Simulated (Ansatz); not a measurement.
**How much do the gradients of MgZn5N4 depend on the method?**

Cell: a Materials Project structure (computed, not necessarily an observed phase), atoms as given.

```xyz
20
Lattice="6.6520 0.0000 0.0000 0.0000 7.3722 0.0000 0.0000 0.0000 4.9648" Properties=species:S:1:pos:R:3 pbc="T T T"
Mg    0.0000    3.6861    1.3674
Mg    3.3260    0.0000    3.5973
Zn    1.6625    2.3359    3.7136
Zn    1.6625    5.0364    3.7136
Zn    4.9896    2.3359    3.7136
Zn    4.9896    5.0364    3.7136
Zn    1.6635    1.3502    1.2512
Zn    1.6635    6.0220    1.2512
Zn    4.9885    1.3502    1.2512
Zn    4.9885    6.0220    1.2512
Zn    3.3260    3.6861    1.3082
Zn    0.0000    0.0000    3.6566
N     4.9969    3.6861    0.1872
N     1.6551    3.6861    0.1872
N     4.9811    0.0000    4.7776
N     1.6709    0.0000    4.7776
N     3.3260    1.8378    2.4893
N     3.3260    5.5344    2.4893
N     0.0000    1.8483    2.4755
N     0.0000    5.5239    2.4755
```

Sites (sets of like atoms) are named by element and the number of their first atom in this list.

First run. Computed with Ansatz: DFT, PBE, plane waves and PAW, scalar-relativistic, 420 eV cutoff, Γ-centred 5×5×7 k-points, Fermi–Dirac smearing 0.05 eV.

| site | atom | V_zz (10²¹ V/m²) | η |
| --- | --- | --- | --- |
| Mg | 1 | -0.83 | 0.59 |
| Zn3 | 3 | 10.58 | 0.67 |
| Zn11 | 11 | -4.64 | 0.74 |
| N13 | 13 | -5.41 | 0.26 |
| N17 | 17 | 2.59 | 0.82 |

Second run. The same atoms and settings, except that the functional is r2SCAN and the cutoff is 500 eV.

(1) Given the first result, estimate the second.

Results:

(1) 

```csv
site,atom,V_zz,η,change of V_zz
Mg,1,-0.84,0.64,-0.01
Zn3,3,11.01,0.67,+0.43
Zn11,11,-4.73,0.74,-0.09
N13,13,-5.46,0.27,-0.05
N17,17,2.51,0.85,-0.08
```

The largest change of V_zz is on Zn3, from 10.58 to 11.01. In per cent, |V_zz| changes by +2 to +4 on Zn, -3 to +1 on N (all sites that start above 2).

The run finds no gap above 0.1 eV (a metal, or nearly one), so the gradients can move by 10 % or more with the k-mesh. Semilocal functionals make gaps too small and can close them, so the real compound need not be a metal.
For the second run: At this cell the r2SCAN pressure is -5 GPa, so with r2SCAN the cell would shrink if it were relaxed. The entry's cell may itself be off. With these PAW files V_zz is typically within 2 to 3 % of all-electron values, but misses above 10 % occur on Zn.
